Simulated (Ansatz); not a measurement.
Input deck for Ansatz 0.2.0, then the block of the output on the nuclei.

The cell is a COD entry, its atoms then relaxed with PBE in this cell.

```yaml
crystal:
  lattice:
    - [8.255, 0.0, 0.0]
    - [0.0, 11.759, 0.0]
    - [0.0, 0.0, 8.207]
  atoms:
    - { symbol: Cs, position: [0.9376684752, 0.25, 0.985186012] }
    - { symbol: Cs, position: [0.0623315248, 0.75, 0.014813988] }
    - { symbol: Cs, position: [0.5623315248, 0.75, 0.485186012] }
    - { symbol: Cs, position: [0.4376684752, 0.25, 0.514813988] }
    - { symbol: Pb, position: [0.0, 0.0, 0.5] }
    - { symbol: Pb, position: [0.0, 0.5, 0.5] }
    - { symbol: Pb, position: [0.5, 0.0, 0.0] }
    - { symbol: Pb, position: [0.5, 0.5, 0.0] }
    - { symbol: Br, position: [0.5049955177, 0.25, 0.0774721754] }
    - { symbol: Br, position: [0.4950044823, 0.75, 0.9225278246] }
    - { symbol: Br, position: [0.9950044823, 0.75, 0.5774721754] }
    - { symbol: Br, position: [0.0049955177, 0.25, 0.4225278246] }
    - { symbol: Br, position: [0.1989002351, 0.038383759, 0.8018327275] }
    - { symbol: Br, position: [0.8010997649, 0.538383759, 0.1981672725] }
    - { symbol: Br, position: [0.3010997649, 0.961616241, 0.3018327275] }
    - { symbol: Br, position: [0.6989002351, 0.461616241, 0.6981672725] }
    - { symbol: Br, position: [0.8010997649, 0.961616241, 0.1981672725] }
    - { symbol: Br, position: [0.1989002351, 0.461616241, 0.8018327275] }
    - { symbol: Br, position: [0.6989002351, 0.038383759, 0.6981672725] }
    - { symbol: Br, position: [0.3010997649, 0.538383759, 0.3018327275] }
kpoints:
  mp_grid: { grid: [4, 3, 4] }
scf:
  occupations: { method: fermi_dirac, width: 0.02 }
hamiltonian:
  xc: r2scan
  pseudopotentials: { kind: paw }
output:
  forces: true
  stress: true
  populations: true
  efg:
    quadrupole_moments_barn: { Cs: -0.00343, Br: 0.2579 }
    contact_densities: true
```

```sh
ansatz run input.yaml --threads 2 --pin off --max-ram 5120MiB --backend cpu --events-out ev --progress --plain --runs-dir out
```

Of the output, the block on the nuclei alone is shown; the set-up, the SCF iterations, energies, forces and stress are cut. One atom of each set with nearly equal values is shown.

```
--- PAW observables at the nuclei: V_zz in 10²¹ V/m², potentials from the cell's mean, atoms counted from 1 ---
  atom   1  Cs V_zz =    -2.297790   η = 0.9647   by run symmetry: allowed   C_q = +0.1906 MHz
            electrostatic potential = -9372.180332 V   contact ρ = 1899489.069700 e/Å³
  atom   5  Pb V_zz =    +0.852362   η = 0.5864   by run symmetry: allowed
            electrostatic potential = -17473.172332 V   contact ρ = 16525800.753147 e/Å³
  atom   9  Br V_zz =   +19.294121   η = 0.1296   by run symmetry: allowed   C_q = +120.3180 MHz
            electrostatic potential = -4906.467955 V   contact ρ = 292999.048457 e/Å³
  atom  13  Br V_zz =   +18.634684   η = 0.0037   by run symmetry: allowed   C_q = +116.2058 MHz
            electrostatic potential = -4906.461404 V   contact ρ = 292999.074192 e/Å³
```

Hardware: 2 threads of Arm Neoverse V2 (aarch64; 8 cores open to the job, memory cap 5.0 GiB, no GPU), a shared host with a load of 0.3 a core. Wall time 2.1 min, CPU time 4.2 min, peak memory 3.6 GiB.

Spin–orbit coupling is left out, which shifts gradients on Pb by a few per cent, and by more where contributions nearly cancel.
